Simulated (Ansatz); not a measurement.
## Calculated 39K NMR of the central transition for KAsO3

Cell: a refined structure from the COD (listed for 573 K), its atoms then relaxed with PBE in this cell.

```
K As O
1.0
     7.55482    0.00000    0.00000
     1.96283    7.29538    0.00000
     3.69517   -0.23456    9.59541
K As O
6 6 18
Cartesian
  10.1945 0.5633 8.0266
  3.0183 6.4975 1.5688
  8.0357 1.6028 4.8111
  5.1771 5.4581 4.7843
  6.1992 3.2496 7.9633
  7.0137 3.8112 1.6321
  8.4408 6.9381 7.6971
  4.7721 0.1227 1.8983
  8.8683 5.2263 5.0399
  4.3446 1.8345 4.5556
  10.4509 4.4701 7.6691
  2.7619 2.5907 1.9263
  7.5789 0.8292 7.3366
  5.6339 6.2316 2.2588
  7.1246 7.2898 8.6236
  6.0882 -0.2289 0.9718
  7.8179 6.1679 6.1772
  5.3949 0.8929 3.4182
  9.2341 5.5184 8.4829
  3.9787 1.5424 1.1125
  10.0685 6.1655 4.3994
  3.1443 0.8953 5.1960
  7.7999 4.3835 4.1032
  5.4129 2.6773 5.4922
  9.5359 3.9866 6.1878
  3.6769 3.0742 3.4076
  11.8335 5.2961 7.2839
  1.3793 1.7647 2.3115
  10.5941 3.1232 8.6174
  2.6187 3.9376 0.9780
```

Atom numbers follow the list; atoms alike are taken as one site, whose name carries the number of the first.

Method: Kohn–Sham DFT in Ansatz, PBE, plane waves and PAW, scalar-relativistic, 420 eV cutoff, Γ-centred 3×3×2 k-points, Fermi–Dirac smearing 0.02 eV.

39K has I = 3/2 and Q = 60.30 mb (Pyykkö 2018); at 23.5 T its Larmor frequency is ν₀ = 46.7 MHz. Only the quadrupole interaction is simulated: positions count from each site's isotropic chemical shift, and J coupling is left out, as are shift anisotropy and dipolar coupling, which fast spinning averages.

Simulated pattern of one K site (fast magic-angle spinning, Gaussian broadening 0.8 kHz):

| offset (kHz) | height |
| --- | --- |
| -33.81 | 0 |
| -32.90 | 0 |
| -31.98 | 4 |
| -31.07 | 8 |
| -30.16 | 8 |
| -29.24 | 9 |
| -28.33 | 16 |
| -27.42 | 20 |
| -26.50 | 20 |
| -25.59 | 21 |
| -24.68 | 22 |
| -23.76 | 23 |
| -22.85 | 24 |
| -21.93 | 26 |
| -21.02 | 27 |
| -20.11 | 29 |
| -19.19 | 32 |
| -18.28 | 39 |
| -17.37 | 78 |
| -16.45 | 100 |
| -15.54 | 79 |
| -14.63 | 74 |
| -13.71 | 79 |
| -12.80 | 88 |
| -11.89 | 70 |
| -10.97 | 58 |
| -10.06 | 52 |
| -9.15 | 47 |
| -8.23 | 43 |
| -7.32 | 40 |
| -6.41 | 38 |
| -5.49 | 36 |
| -4.58 | 34 |
| -3.67 | 33 |
| -2.75 | 31 |
| -1.84 | 30 |
| -0.93 | 27 |
| -0.01 | 8 |
| 0.90 | 0 |
| 1.81 | 0 |

Question: Which |C_Q| and η does the pattern imply?

Answer: The pattern spans 31.7 kHz before broadening and its centre of gravity is at -13.9 kHz, which fixes P_Q; the places of the horns and steps fix η. That gives P_Q = 5.10 MHz, |C_Q| = 4.67 MHz and η = 0.76, the values that the calculation gives site K5 (4 O at 2.65–2.89 Å; also 1 O at 3.23 Å). The other sites have |C_Q| = 2.07, 3.00 MHz. The sign of C_Q can't be read from the pattern.

The relaxation (10 steps) took 6.2 min of wall time (6.1 min of CPU time) and 1.3 GiB at its peak, on 1 thread of Intel Xeon Platinum 8375C CPU @ 2.90GHz (Ice Lake) (x86_64; 16 cores open to the job, memory cap 3.0 GiB, no GPU), a shared host with a load of 0.5 a core.
